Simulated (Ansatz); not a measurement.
Consider the following.

MnZn:
```
MnZn
1.0
    2.93695     0.00000     0.00000
    0.00000     2.93695     0.00000
    0.00000     0.00000     2.93695
Zn Mn
1 1
Direct
  0.50000   0.50000   0.50000
  0.00000   0.00000   0.00000
```
Starting moments (μB, in the order of the atoms Zn Mn): 0.0 2.9.

This is the PBEsol-relaxed structure.

Question: All from plane-wave PAW PBEsol (Ansatz code), unless another level is named. Predict the bulk modulus (Birch–Murnaghan fit).

Answer: 135 GPa.

Question: And the elastic constants (relaxed ions, GPa)?

Answer: C11 = 151, C12 = 130, C44 = 124.

Space group Pm-3m (CsCl type). The workflow started from an entry of the Crystallography Open Database (COD). Its standing as an ambient phase is unchecked. Symmetry was held in the PBEsol relaxation; whether a distortion lowers the energy is not shown. The final state is ferromagnetic, chosen from 3 collinear starts compared on coarse meshes (ties went to the first, and starts can fall back to one state), not a proven ground state. As this level gives no gap, shear constants depend on the k-mesh and smearing (Fermi–Dirac, 0.1 eV here).

Potentials: the later of the program's two PAW sets.
